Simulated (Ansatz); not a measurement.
A trial cell of Mg5O, before relaxation:

```xyz
6
Lattice="4.5727 0.0000 0.0000 -2.2864 3.9601 0.0000 0.0000 0.0000 4.9088" Properties=species:S:1:pos:R:3 pbc="T T T"
Mg   -0.7585    1.3138    0.0000
Mg    1.5278    2.6463    0.0000
Mg    1.5171    0.0000    0.0000
Mg    2.2864    1.3200    2.4544
Mg    0.0000    2.6401    2.4544
O     0.0000    0.0000    2.4544
```

The calculation used DFT PBE, scalar-relativistic, plane waves, PAW in Ansatz. Cutoff 420 eV, Gaussian smearing, Γ-centred meshes. Cell and atoms relax first on a coarse mesh and then on a finer one. In between, the cell is made exact in the group found at 0.06 Å. In metals the finer mesh still leaves noise of several meV/atom or more. The steps can't lower the symmetry of their start. No spin polarisation in the relaxation; trial moments died out in a coarse test.

A guess keeps its type if space group and coordination stay and the shape of the cell changes little (axis ratios within about 15 %, angles within 6°); the volume may change.

Problem. Will the relaxed cell still be of the starting type?

Solution. It doesn't keep its type. The symmetry stays P-62m (No. 189). The volume per atom grows by 43.7 %, from 14.8 to 21.3 Å³. The shortest distance goes from 2.63 Å (Mg–Mg) to 2.22 Å (Mg–O). The ratio c/a of the conventional cell changes by a factor of 0.38. Counting neighbours within 15 % of an atom's shortest distance, the start has Mg 12, O 12 and the end Mg 2/8, O 6. In detail, at the end around Mg on a site of symmetry m2m lie 2 O at 2.22 Å, 4 Mg at 2.89–2.91 Å and 4 Mg at 3.15 Å; around Mg on a site of symmetry -6 lie 2 Mg at 2.91 Å and 6 Mg at 3.15 Å; around O lie 6 Mg at 2.22 Å and 2 O at 2.91 Å.

```yaml
crystal:
  lattice:
    - [7.11857, 0.00000, 0.00000]
    - [-3.55929, 6.16486, 0.00000]
    - [0.00000, 0.00000, 2.91083]
  atoms:
    - { symbol: Mg, position: [0.00000, 0.23473, 0.00000] }
    - { symbol: Mg, position: [0.76527, 0.76527, 0.00000] }
    - { symbol: Mg, position: [0.23473, 0.00000, 0.00000] }
    - { symbol: Mg, position: [0.66667, 0.33333, 0.50000] }
    - { symbol: Mg, position: [0.33333, 0.66667, 0.50000] }
    - { symbol: O, position: [0.00000, 0.00000, 0.50000] }
```

Energies over the elements count from the elements' standard structures at the same level (O₂ as a molecule), with no fitted energy shifts.

Problem. At what energy does it end?

Solution. −0.50 eV/atom.

The last run used a 6×6×12 mesh (in the run's order of axes) for its 6-atom cell and Gaussian smearing of 0.10 eV. A structure relaxed within its symmetry needn't be a true minimum. Another cell of Mg5O relaxed alike, in P-6m2, lies 198 meV/atom lower, so this cell isn't the stable form at this level.

In counts of neighbours, a slash parts the counts of unlike sites.
